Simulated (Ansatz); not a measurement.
A generated cell, not matched to a known phase here, of ReSe2: P2₁2₁2 (No. 18), oP12; a = 5.3235 Å, b = 6.1694 Å, c = 6.8887 Å, α = β = γ = 90.00°; Re 2a (0.000, 0.000, 0.905); Re 2a (0.000, 0.000, 0.347); Se 4c (0.313, 0.140, 0.122); Se 4c (0.279, 0.134, 0.628). Level of theory: r2SCAN (plane waves to 500 eV, PAW, scalar-relativistic; Ansatz, a quantum-chemistry and plane-wave program). Element references, the lowest calculated here: Se (P3₁21), Re (P6₃/mmc).

**Question.** Estimate the formation energy of this P2₁2₁2 form of ReSe2 from the elements that r2SCAN returns for this input.

**Answer.** -0.21 eV/atom.

A lower structure of this composition may exist.

Static energies, no anion corrections, no zero-point energy. Values are rounded to 0.01 eV/atom. Not shown to be the ambient phase of their composition (a lower form may be missing, and a cell relaxed within its start's symmetry can be a saddle point): ReSe2 (P2₁2₁2). Spin-orbit coupling is missing from these energies, which matters for elements this heavy. The compounds carry no spin polarisation.
